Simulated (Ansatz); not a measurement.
An Ansatz (an electronic-structure program) run. Input:

Ansatz 0.2 input:
```yaml
crystal:
  lattice:
    - [6.6425196231, 0.0, 0.0]
    - [-3.3212598115, 5.7525907387, 0.0]
    - [0.0, 0.0, 6.8375856637]
  atoms:
    - { symbol: Lu, position: [0.3469984867, 0.0, 0.75] }
    - { symbol: Lu, position: [0.6530015133, 0.0, 0.25] }
    - { symbol: Lu, position: [0.0, 0.3469984867, 0.75] }
    - { symbol: Lu, position: [0.0, 0.6530015133, 0.25] }
    - { symbol: Lu, position: [0.6530015133, 0.6530015133, 0.75] }
    - { symbol: Lu, position: [0.3469984867, 0.3469984867, 0.25] }
    - { symbol: F, position: [0.0, 0.0, 0.75] }
    - { symbol: F, position: [0.0, 0.0, 0.25] }
    - { symbol: F, position: [0.3333333333, 0.6666666667, 0.6821315714] }
    - { symbol: F, position: [0.6666666667, 0.3333333333, 0.3178684286] }
    - { symbol: F, position: [0.6666666667, 0.3333333333, 0.8178684286] }
    - { symbol: F, position: [0.3333333333, 0.6666666667, 0.1821315714] }
    - { symbol: F, position: [0.3758134938, 0.3053541359, 0.5782318679] }
    - { symbol: F, position: [0.6241865062, 0.6946458641, 0.4217681321] }
    - { symbol: F, position: [0.6946458641, 0.0704593579, 0.5782318679] }
    - { symbol: F, position: [0.3053541359, 0.9295406421, 0.4217681321] }
    - { symbol: F, position: [0.9295406421, 0.6241865062, 0.5782318679] }
    - { symbol: F, position: [0.0704593579, 0.3758134938, 0.4217681321] }
    - { symbol: F, position: [0.3053541359, 0.3758134938, 0.9217681321] }
    - { symbol: F, position: [0.6946458641, 0.6241865062, 0.0782318679] }
    - { symbol: F, position: [0.0704593579, 0.6946458641, 0.9217681321] }
    - { symbol: F, position: [0.9295406421, 0.3053541359, 0.0782318679] }
    - { symbol: F, position: [0.6241865062, 0.9295406421, 0.9217681321] }
    - { symbol: F, position: [0.3758134938, 0.0704593579, 0.0782318679] }
kpoints:
  mp_grid: { grid: [4, 4, 4] }
  band_path:
    path:
      - [[0.0, 0.0, 0.0], [0.5, 0.0, 0.0], [0.3333333333, 0.3333333333, 0.0], [0.0, 0.0, 0.0], [0.0, 0.0, 0.5], [0.5, 0.0, 0.5], [0.3333333333, 0.3333333333, 0.5], [0.0, 0.0, 0.5]]  # Γ-M-K-Γ-A-L-H-A
      - [[0.5, 0.0, 0.5], [0.5, 0.0, 0.0]]  # L-M
      - [[0.3333333333, 0.3333333333, 0.5], [0.3333333333, 0.3333333333, 0.0]]  # H-K
      - [VBM, CBM]
    npoints: 8
basis: { xc_grid: 2 }
hamiltonian:
  xc: pbesol
  pseudopotentials: { kind: paw }
magnetization: { noncollinear: true, spin_orbit: true }
scf:
  n_extra_bands: 48
  convergence: { dr2_threshold: 0.0000000001 }
  occupations: { method: gaussian, width: 0.01 }
checkpoint: { write: soc.run }
output: { eigenvalues: true }
```

Output (shortened):

```
Pseudopotentials: kind: paw_fr
Pseudopotential: Lu, paw_fr, valence charge 25
Pseudopotential: F, paw_fr, valence charge 7
Functional definition: PBEsol
non-collinear run that drives no moment, with spin-orbit …
Crystal: 24 atoms, lattice volume = 261.276 Å³
Basis set: ecut = 420 eV, 5075 PW (Γ), exchange–correlation on 90×90×96 points (8 copies of the dense FFT grid, shifted against one another)
Bands: 324, of which v1, the nominal top of the filled ones, is band 276 counted from 1 (275 counted from 0)
Symmetry: 12 space group operations + 12 with time reversal
k-points: 13 of 64
Projection manifold: j_resolved (fully-relativistic pseudo-atomic orbitals)
PAW frozen core: Lu, regenerated for the run's functional, and the local potential with it
PAW frozen core: F, regenerated for the run's functional, and the local potential with it
Initial density: superposition of atomic densities (chi_scale 0.1, normalization cell, long waves kept (reshape's long-wave potential 0.01 eV rms))
Initial wavefunctions: pseudopotential atomic-orbital guess
Eigensolver: davidson
Functional: x = pbesol(κ = 0.804, μ = 0.12345679012345678), c = pbesol(β = 0.046)
all-band conjugate gradients solve this SCF's bands
spin=Noncollinear: Resta preconditioning applied to the charge; magnetization (m_x, m_y, m_z) channels mix plain (no charge-response kernel on spin).
SCF 1 converged in 17 iterations: F = -102222.924079 eV  dr2 = 3.08e-11
SCF converged after 17 iterations
Magnetization: |M| = 0.0000 μB,  M = (+0.0000, +0.0000, +0.0000) μB
Absolute magnetization: 0.0000 μB (∫|m|)
  site 0: m = (+0.0000, +0.0000, +0.0000) μB, |m| = 0.0000 μB  (R = 0.92 Å)
  site 1: m = (+0.0000, +0.0000, +0.0000) μB, |m| = 0.0000 μB  (R = 0.92 Å)
  site 2: m = (+0.0000, +0.0000, +0.0000) μB, |m| = 0.0000 μB  (R = 0.92 Å)
  site 3: m = (+0.0000, +0.0000, +0.0000) μB, |m| = 0.0000 μB  (R = 0.92 Å)
  site 4: m = (+0.0000, +0.0000, +0.0000) μB, |m| = 0.0000 μB  (R = 0.92 Å)
  site 5: m = (+0.0000, +0.0000, +0.0000) μB, |m| = 0.0000 μB  (R = 0.92 Å)
  site 6: m = (+0.0000, +0.0000, +0.0000) μB, |m| = 0.0000 μB  (R = 0.95 Å)
  site 7: m = (+0.0000, +0.0000, +0.0000) μB, |m| = 0.0000 μB  (R = 0.95 Å)
  site 8: m = (+0.0000, +0.0000, +0.0000) μB, |m| = 0.0000 μB  (R = 0.92 Å)
  site 9: m = (+0.0000, +0.0000, +0.0000) μB, |m| = 0.0000 μB  (R = 0.92 Å)
  site 10: m = (+0.0000, +0.0000, +0.0000) μB, |m| = 0.0000 μB  (R = 0.92 Å)
  site 11: m = (+0.0000, +0.0000, +0.0000) μB, |m| = 0.0000 μB  (R = 0.92 Å)
  site 12: m = (+0.0000, +0.0000, +0.0000) μB, |m| = 0.0000 μB  (R = 0.94 Å)
  site 13: m = (+0.0000, +0.0000, +0.0000) μB, |m| = 0.0000 μB  (R = 0.94 Å)
  site 14: m = (+0.0000, +0.0000, +0.0000) μB, |m| = 0.0000 μB  (R = 0.94 Å)
  site 15: m = (+0.0000, +0.0000, +0.0000) μB, |m| = 0.0000 μB  (R = 0.94 Å)
  site 16: m = (+0.0000, +0.0000, +0.0000) μB, |m| = 0.0000 μB  (R = 0.94 Å)
  site 17: m = (+0.0000, +0.0000, +0.0000) μB, |m| = 0.0000 μB  (R = 0.94 Å)
  site 18: m = (+0.0000, +0.0000, +0.0000) μB, |m| = 0.0000 μB  (R = 0.94 Å)
  site 19: m = (+0.0000, +0.0000, +0.0000) μB, |m| = 0.0000 μB  (R = 0.94 Å)
  site 20: m = (+0.0000, +0.0000, +0.0000) μB, |m| = 0.0000 μB  (R = 0.94 Å)
  site 21: m = (+0.0000, +0.0000, +0.0000) μB, |m| = 0.0000 μB  (R = 0.94 Å)
  site 22: m = (+0.0000, +0.0000, +0.0000) μB, |m| = 0.0000 μB  (R = 0.94 Å)
  site 23: m = (+0.0000, +0.0000, +0.0000) μB, |m| = 0.0000 μB  (R = 0.94 Å)
Free energy (F): -102222.924079 eV
Harris-Foulkes:  -102222.924079 eV  (|F-HF|=0.00e0)
Internal energy: -102222.924079 eV  (E = F + TS)
E sigma→0 (E₀):  -102222.924079 eV
Fermi energy:    12.980288 eV
--- Per-component energies (eV) ---
  E_band       = 7.947244
  E_kinetic    = 6227.695199
  E_local      = -46785.763840  (includes V_loc(G=0)·N_el)
  E_nonlocal   = 4823.879722
  E_hartree    = 19099.556194
  E_xc         = -2719.088886
  E_vxc        = -3378.144478  (∫ρ·V_xc dr)
  E_paw        = -47117.602046  (= ΣΔE_a)
  E_vpaw       = 921.131158  (= ΣTr[D̂ρ^β])
  E_aug_tail   = 0.037078  (compensation charges beyond the density's cutoff)
  E_ewald      = -35759.583093
  E_core_change = 7.945592  (= ΣΔE_core)
  E_smearing   =  0.000000  (= −TS)
  E_closure    =  0.000000  (closes the sum)
  Σ components = -102222.924079   (vs F -102222.924079, Δ=0.00e0)
--- Band table (eV; the first three rows and the last of 13) ---
  k-point 0: bands = ["-43.1832", "-43.1832", "-43.1786", "-43.1786", "-43.1729", "-43.1729", "-43.1729", "-43.1729", "-43.1721", "-43.1721", "-43.1721", "-43.1721", "-19.0615", "-19.0615", "-19.0582", "-19.0582", "-19.0116", "-19.0116", "-19.0076", …
  k-point 1: bands = ["-43.1826", "-43.1826", "-43.1793", "-43.1793", "-43.1727", "-43.1727", "-43.1727", "-43.1727", "-43.1722", "-43.1722", "-43.1722", "-43.1722", "-19.0607", "-19.0607", "-19.0580", "-19.0580", "-19.0114", "-19.0114", "-19.0086", …
  k-point 2: bands = ["-43.1809", "-43.1809", "-43.1809", "-43.1809", "-43.1725", "-43.1725", "-43.1725", "-43.1725", "-43.1725", "-43.1725", "-43.1725", "-43.1725", "-19.0590", "-19.0590", "-19.0590", "-19.0590", "-19.0103", "-19.0103", "-19.0103", …
  k-point 12: bands = ["-43.1775", "-43.1775", "-43.1775", "-43.1775", "-43.1748", "-43.1748", "-43.1748", "-43.1748", "-43.1736", "-43.1736", "-43.1736", "-43.1736", "-19.0283", "-19.0283", "-19.0275", "-19.0275", "-19.0082", "-19.0082", "-19.0081", …
  band table: 324 of 324 bands, residual norms ≤ 1.0e-3 eV
```

Cost: roughly 2.1 core-hours on shared cores.

Space group P-3c1. The workflow started from a Materials Project entry (that database holds measured and hypothetical structures alike); the Crystallography Open Database copy checked does not list it. Its standing as an ambient phase is unchecked. Symmetry was held in the PBEsol relaxation; of distortions, only those at the zone centre were tested.

Potentials: the later of the program's two PAW sets.

Ansatz is a plane-wave DFT program.
